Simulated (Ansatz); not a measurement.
Here is the system:

CdTe:
```xyz
6
Lattice="4.5621 0.0000 0.0000 -2.2811 3.9509 0.0000 0.0000 0.0000 10.4696" Properties=species:S:1:pos:R:3 pbc="T T T"
Cd    -1.1401     1.9748     6.9797
Cd     1.1409     1.9762     0.0000
Cd     2.2803     0.0000     3.4899
Te    -1.1404     1.9751     1.7449
Te     1.1407     1.9758     5.2348
Te     2.2807     0.0000     8.7247
```

This is the r²SCAN-relaxed structure.

Task: All from plane-wave PAW r²SCAN (Ansatz code), unless another level is named. Give the HSE06 gap on the r²SCAN cell.

Result: 0.87 eV.

Task: Next, the electron effective mass?

Result: 0.054, 0.077, 0.077 mₑ (principal values).

Task: Give the band gap.

Result: 0.59 eV (indirect).

Task: Give the gap with spin–orbit coupling.

Result: 0.50 eV.

Task: Predict the formation energy from the elements (no fitted shifts).

Result: -0.47 eV/atom.

Space group P6_422. The workflow started from a Materials Project entry (that database holds measured and hypothetical structures alike); the Crystallography Open Database copy checked does not list it. It is not the phase usual at ambient conditions (space group No. 216). Symmetry was held in the r²SCAN relaxation; its stability against distortions is not shown here. The references are the lowest solids computed at this level, not always the standard phases. Scalar-relativistic: spin–orbit coupling is off unless named, which matters more the heavier the elements.

Potentials: the earlier of the program's two PAW sets. The files were generated under PBE; for other functionals the program regenerates the frozen cores, and for LDA and PBEsol the local potential too.
